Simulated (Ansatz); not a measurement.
**Every step of a relaxation of bcc W (111), 6 layers**

DFT, PBE, PAW with Ansatz's default frozen-core files, scalar-relativistic (Ansatz 0.2.0); a Γ-centred 9×9×1 k mesh, Fermi–Dirac smearing of 0.08 eV, no spin polarisation. The run relaxes the atoms in the fixed cell.

Command: `ansatz run input.yaml --threads 2 --pin off --max-ram 4096MiB --backend cpu --events-out ev --progress --plain --runs-dir out` It took 52 s on 2 threads of Intel(R) Xeon(R) Platinum 8488C (Sapphire Rapids) (shared host), peak memory 0.71 GiB.

```yaml
crystal:
  lattice:
    - [4.5020337152, 0.0, 0.0]
    - [-2.2510168576, 3.898875566, 0.0]
    - [0.0, 0.0, 20.5949]
  atoms:
    - { symbol: W, position: [0.1666666665, 0.3333333335, 0.3884464376] }
    - { symbol: W, position: [0.5000000005, 0.9999999995, 0.4330678625] }
    - { symbol: W, position: [0.8333333335, 0.6666666665, 0.4776892874] }
    - { symbol: W, position: [0.1666666665, 0.3333333335, 0.5223107122] }
    - { symbol: W, position: [0.5000000005, 0.9999999995, 0.5669321375] }
    - { symbol: W, position: [0.8333333335, 0.6666666665, 0.6115535624] }
kpoints:
  mp_grid: { grid: [9, 9, 1] }
scf:
  occupations: { method: fermi_dirac, width: 0.08 }
hamiltonian:
  xc: pbe
  pseudopotentials: { kind: paw }
output:
  forces: true
  stress: true
  eigenvalues: true
  write_density: true
  write_potential: true
  elf: true
  volumetric_format: npy
relax:
  f_tol: 0.01
  max_steps: 40
efield:
  axis: 3
  amplitude: 0
  dipole_correction: true
```

Each step lists its free energy a cell above the last geometry, and Cartesian positions (Å) with forces (eV/Å).

The first step:

```
step 1  dF = 1070.59 meV
  W 0.0000 1.2996 8.0000   0.0000 0.0000 2.5194
  W 0.0000 3.8989 8.9190   0.0000 0.0000 0.4249
  W 2.2510 2.5993 9.8380   0.0000 0.0000 -0.1500
  W 0.0000 1.2996 10.7569   0.0000 0.0000 0.1500
  W 0.0000 3.8989 11.6759   0.0000 0.0000 -0.4249
  W 2.2510 2.5993 12.5949   0.0000 0.0000 -2.5194
```

Spin–orbit coupling is left out, which matters for the heavy atoms.

Task: Where does the relaxation end, and by which steps?

Result: After 6 geometries, with a shortest distance of 2.549 Å. The further steps:
```
step 2  dF = 294.36 meV
  W 0.0000 1.2996 8.1972   0.0000 0.0000 0.9742
  W 0.0000 3.8989 8.9577   0.0000 0.0000 0.8041
  W 2.2510 2.5993 9.8104   0.0000 0.0000 -0.5465
  W 0.0000 1.2996 10.7845   0.0000 0.0000 0.5465
  W 0.0000 3.8989 11.6372   0.0000 0.0000 -0.8041
  W 2.2510 2.5993 12.3977   0.0000 0.0000 -0.9742
step 3  dF = 40.12 meV
  W 0.0000 1.2996 8.3700   0.0000 0.0000 -0.5631
  W 0.0000 3.8989 9.0464   0.0000 0.0000 -0.4768
  W 2.2510 2.5993 9.7201   0.0000 0.0000 -0.5283
  W 0.0000 1.2996 10.8748   0.0000 0.0000 0.5283
  W 0.0000 3.8989 11.5485   0.0000 0.0000 0.4768
  W 2.2510 2.5993 12.2249   0.0000 0.0000 0.5631
step 4  dF = 1.65 meV
  W 0.0000 1.2996 8.3430   0.0000 0.0000 -0.1122
  W 0.0000 3.8989 9.0236   0.0000 0.0000 0.0189
  W 2.2510 2.5993 9.7043   0.0000 0.0000 -0.1403
  W 0.0000 1.2996 10.8906   0.0000 0.0000 0.1403
  W 0.0000 3.8989 11.5713   0.0000 0.0000 -0.0189
  W 2.2510 2.5993 12.2519   0.0000 0.0000 0.1122
step 5  dF = 1.24 meV
  W 0.0000 1.2996 8.3405   0.0000 0.0000 0.0229
  W 0.0000 3.8989 9.0255   0.0000 0.0000 -0.0623
  W 2.2510 2.5993 9.6865   0.0000 0.0000 0.1210
  W 0.0000 1.2996 10.9084   0.0000 0.0000 -0.1210
  W 0.0000 3.8989 11.5694   0.0000 0.0000 0.0622
  W 2.2510 2.5993 12.2544   0.0000 0.0000 -0.0228
step 6  dF = 0.00 meV
  W 0.0000 1.2996 8.3375   0.0000 0.0000 0.0066
  W 0.0000 3.8989 9.0231   0.0000 0.0000 0.0027
  W 2.2510 2.5993 9.6967   0.0000 0.0000 -0.0056
  W 0.0000 1.2996 10.8982   0.0000 0.0000 0.0055
  W 0.0000 3.8989 11.5718   0.0000 0.0000 -0.0026
  W 2.2510 2.5993 12.2575   0.0000 0.0000 -0.0066
step 7  dF = 0.00 meV  (same geometry, solved once more)
  W 0.0000 1.2996 8.3375   0.0000 0.0000 0.0065
  W 0.0000 3.8989 9.0231   0.0000 0.0000 0.0023
  W 2.2510 2.5993 9.6967   0.0000 0.0000 -0.0055
  W 0.0000 1.2996 10.8982   0.0000 0.0000 0.0054
  W 0.0000 3.8989 11.5718   0.0000 0.0000 -0.0022
  W 2.2510 2.5993 12.2575   0.0000 0.0000 -0.0065
```
